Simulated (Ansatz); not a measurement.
**MgO, first-principles data**

MgO:
```
MgO
1.0
    3.48676     0.00000     0.00000
   -1.74338     3.01962     0.00000
    0.00000     0.00000     4.18904
Mg O
2 2
Direct
  0.66667   0.33333   0.75000
  0.33333   0.66667   0.25000
  0.66667   0.33333   0.25000
  0.33333   0.66667   0.75000
```

Space group P6_3/mmc (No. 194); conventional cell a = b = 3.4868 Å, c = 4.1890 Å, α = β = 90.00°, γ = 120.00°.

Method: plane-wave PAW r²SCAN (Ansatz code). Structure relaxed to zero pressure with the same functional. Other levels are named where they apply.

Cell and energy:

- Volume per atom: 11.03 Å³
- Density: 3.03 g/cm³
- Formation energy from the elements (no fitted shifts): -2881 meV/atom

Electronic structure:

Band gap: 4.09 eV (direct)
Valence-band maximum: at Γ
Conduction-band minimum: at Γ
Electron effective mass: 0.36, 0.36, 0.40 mₑ (principal values)
Hole effective mass: 0.43, 2.0, 2.0 mₑ (principal values)
HSE06 gap on the r²SCAN cell: 5.04 eV

Mechanics:

Bulk modulus (Birch–Murnaghan fit): 137 GPa
Pressure derivative B′: 4.0
Elastic constants (relaxed ions, GPa): C11 = 194, C12 = 130, C13 = 78.8, C33 = 273, C44 = 121
Mechanical stability: stable (all eigenvalues of C positive)
Hill bulk and shear moduli: 137 and 67.7 GPa
Young's modulus: 174 GPa
Poisson's ratio: 0.29
Debye temperature from the elastic constants: 704 K

Dielectric response:

- Electronic dielectric constant ε∞ (DFPT) = 2.82 (xx = yy), 2.83 (zz)
- Static dielectric constant ε0 (ions relaxed, cell fixed) = 5.69 (xx = yy), 9.29 (zz)
- Born charges (a third of the trace) = Mg +1.86, O -1.86 e

Phonons:

- Highest zone-centre frequency (without LO–TO term): 552 cm⁻¹
- Zone-centre stability: no imaginary mode at Γ
- Dynamical stability on the path: stable (no imaginary branch)
- Zero-point energy: 75.7 meV/atom
- Vibrational entropy at 300 K: 13.8 J/(K·mol of atoms)

Charges:

- Bader charges: Mg +1.74, O -1.74 e

The workflow started from a Materials Project entry (that database holds measured and hypothetical structures alike); the Crystallography Open Database copy checked does not list it. It is not the phase usual at ambient conditions (space group No. 225). The cell was relaxed with r²SCAN under the symmetry of its start. The references are the lowest solids computed at this level, not always the standard phases (solids in place of the gases).

Potentials: the earlier of the program's two PAW sets. The files were generated under PBE; for other functionals the program regenerates the frozen cores, and for LDA and PBEsol the local potential too.
